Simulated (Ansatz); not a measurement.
AgI:
```yaml
crystal:
  lattice:
    - [0.00000, 3.31434, 3.31434]
    - [3.31434, 0.00000, 3.31434]
    - [3.31434, 3.31434, 0.00000]
  atoms:
    - { symbol: Ag, position: [0.00000, 0.00000, 0.00000] }
    - { symbol: I, position: [0.25000, 0.25000, 0.25000] }
```

Relaxed with PBE. Special points in fractions of this cell's reciprocal vectors: Γ (0.000, 0.000, 0.000); X (0.500, 0.000, 0.500); U (0.625, 0.250, 0.625); K (0.375, 0.375, 0.750); L (0.500, 0.500, 0.500); W (0.500, 0.250, 0.750).

Question: List the band energies nearest the valence-band maximum at these points for DFT-PBE in the program Ansatz with PAW potentials.

Answer: In eV from the valence-band maximum; about four levels below and three above (degenerate sets whole), none deeper than 8.9 eV; points with the same levels are listed once.

```
k                          below                above
-  -----------------------------  -------------------
Γ     -2.82 -2.82 0.00 0.00 0.00  1.34 5.87 5.87 5.87
X        -2.71 -2.38 -1.59 -1.59       3.79 3.86 8.31
U        -2.78 -2.58 -1.79 -1.26       3.98 5.00 7.65
L  -2.79 -2.79 -2.69 -0.64 -0.64       2.79 6.33 6.33
W        -2.61 -2.55 -1.89 -1.47       4.61 5.31 6.41
```

Space group F-43m (zinc blende). The PBE relaxation kept the symmetry of its start. The run is not spin-polarised. Scalar-relativistic: spin–orbit coupling is off unless named, which matters more the heavier the elements.

Potentials: the earlier of the program's two PAW sets.
